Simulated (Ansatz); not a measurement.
## SbAs (R-3m), a vibration from a frozen displacement

Level of theory: DFT r2SCAN, scalar-relativistic, plane waves, PAW (Ansatz 0.2.0). Settings: plane waves to 500 eV, k-mesh 12×12×12 (Γ-centred), Gaussian smearing 0.15 eV. Spin–orbit coupling is left out, which matters for the heavy elements here. No spin polarisation. Energies are free energies at this smearing, counted from the undisturbed cell; pressure is positive in compression.

Zero of the scan (as given, not relaxed at this level; it stands at -2.6 GPa, and it needn't be the usual structure):

```xyz
2
Lattice="2.0127 1.1621 3.6123 -2.0127 1.1621 3.6123 0.0000 -2.3241 3.6123" Properties=species:S:1:pos:R:3 pbc="T T T"
Sb    0.0000    0.0000    5.4185
As    0.0000    0.0000    0.0000
```

Every Sb atom is moved by x along the Cartesian unit vector (1.000, 0.000, 0.000); the cell and all other atoms stay fixed. The cell's volume is 50.69 Å³; the moved atoms weigh 121.760 u together and the others 74.922 u. Some rows repeat others by symmetry and weren't run.

| x (Å) | ΔE (meV/cell) | total force on the moved atoms along the move (eV/Å) | pressure (GPa) |
| --- | --- | --- | --- |
| -0.3000 | -67.93 | -0.0413 | -0.6062 |
| -0.2625 | -63.76 | -0.1762 | -1.0243 |
| -0.2250 | -55.17 | -0.2753 | -1.4039 |
| -0.1500 | -30.94 | -0.3395 | -2.0507 |
| -0.0750 | -8.82 | -0.2249 | -2.4892 |
| 0.0000 | 0.00 | 0.0000 | -2.6423 |
| 0.0750 | -8.82 | 0.2249 | -2.4892 |
| 0.1500 | -30.94 | 0.3395 | -2.0507 |
| 0.2250 | -55.17 | 0.2753 | -1.4039 |
| 0.2625 | -63.76 | 0.1762 | -1.0243 |
| 0.3000 | -67.93 | 0.0413 | -0.6062 |

Task: What frequency belongs to this motion?

Result: The force constant is k = −dF/dx = -2.999 eV/Å², from the parabola through x = -0.0750, 0 and 0.0750. In every cell the moved atoms swing against the rest, so the mass is μ = m₁m₂/(m₁ + m₂) = 46.382 u, and ν̃ = 521.5 cm⁻¹ × √(|k|/μ) = 133i cm⁻¹, at this cell's pressure of -2.6 GPa. Steps this long are already anharmonic: the energies of the same points give k = -3.137 eV/Å², so the harmonic k is uncertain by that gap or more. To first order in x, and within 1 %, the force on every atom lies along the move and, within each of the two groups, in proportion to the atom's mass, so this is itself a mode at the zone centre of this cell.

Task: Where does the displacement stop?

Result: Not within the scan: the energy still falls at its end, so along this line the minimum lies further out.

In a metal these slopes depend on the k mesh and the smearing.